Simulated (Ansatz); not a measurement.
## An inverse problem

Cell vectors (Å):

```
0.0000 2.2511 2.2511
2.2511 0.0000 2.2511
2.2511 2.2511 0.0000
```

```tsv
atom	a	b	c
X	0.0000	0.0000	0.0000
N	0.5000	0.5000	0.5000
```

The calculation used PBEsol, all-electron LAPW in Ansatz 0.2.0, scalar-relativistic. k mesh 14×14×14, Fermi-Dirac smearing of 0.100 eV.

Harmonic phonons of a crystal by Kohn-Sham DFT at the given cell, standard atomic masses, acoustic sum rule imposed; negative wavenumbers are unstable modes.

```tsv
point	q a (r.l.u.)	q b (r.l.u.)	q c (r.l.u.)	branch	phonon wavenumber (cm⁻¹)
Gamma	0	0	0	4	502
L	0.5	0	0	1	121.3
L	0.5	0	0	3	152.5
L	0.5	0	0	4	513.5
L	0.5	0	0	5	532.2
X	0.5	0.5	0	1	146.5
X	0.5	0.5	0	3	168.6
X	0.5	0.5	0	4	483.6
X	0.5	0.5	0	5	506
```

Problem. All X atoms are one element. Which one was computed?

Solution. Hf; the crystal is HfN (Fm-3m).

Caveats: responses of metals move with mesh and smearing; no spin-orbit coupling on heavy atoms.
